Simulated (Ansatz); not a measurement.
**Si₃N₄: which input changes reach the field gradients?**

Cell: a structure deposited in the COD.

Space group I-43d (No. 220); a = 6.4747 Å.

| site | Wyckoff | site symmetry | x | y | z |
| --- | --- | --- | --- | --- | --- |
| Si | 12b | -4.. | 0.3750 | 0.5000 | 0.7500 |
| N | 16c | .3. | 0.2814 | 0.2814 | 0.2814 |

One atom of each set is listed; the run and its k-mesh use a cell of 14 atoms with edges of 5.61, 5.61, 5.61 Å.

Reference run. Computed with Ansatz: DFT, PBE, plane waves and PAW, scalar-relativistic, 420 eV cutoff, Γ-centred 6×6×6 k-points, Fermi–Dirac smearing 0.02 eV.

It gives V_zz (10²¹ V/m²) N -5.77 (η 0.00), Si -0.10 (η 0.00). Each of these runs changes the input as listed (caps on SCF iterations aside):

A. scf.mixing.preconditioner: not typed → kerker_dos; basis.ecutwfc: not typed → 700 eV
B. basis.ecutwfc: not typed → 500 eV

Question: Which of these changes matter for the gradients?

Answer: 

```
run    N V_zz (η)   Si V_zz (η)  largest change of a gradient tensor, all atoms       note
  A  -5.78 (0.00)  -0.10 (0.00)                                            0.01  converged
  B  -5.78 (0.00)  -0.10 (0.00)                                            0.02  converged
```

None of them moves a gradient tensor by more than 0.02.
